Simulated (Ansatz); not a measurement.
Relaxed-ion elastic tensor of Cu (diamond, space group No. 227) in GPa (Voigt order), DFT-PBE in the program Ansatz with PAW potentials; density 5.50 g/cm³, 19.19 Å³ per atom.

```
 40.5   60.9   60.9    0.0    0.0    0.0
 60.9   40.5   60.9    0.0    0.0    0.0
 60.9   60.9   40.5    0.0    0.0    0.0
  0.0    0.0    0.0  -24.6    0.0    0.0
  0.0    0.0    0.0    0.0  -24.6    0.0
  0.0    0.0    0.0    0.0    0.0  -24.6
```

**Question.** Is the crystal mechanically stable?

**Answer.** No: the smallest eigenvalue of C is -24.6 GPa.

Space group Fd-3m (diamond). A made-up cell: these elements were put on the sites of a structure type; neither database checked (COD, Materials Project) lists it. It is not the phase usual at ambient conditions (space group No. 225). The PBE relaxation kept the symmetry of its start. At this level the phase is mechanically unstable. No spin polarisation was allowed. As this level gives no gap, shear constants depend on the k-mesh and smearing (Fermi–Dirac, 0.1 eV here).

Potentials: the later of the program's two PAW sets.
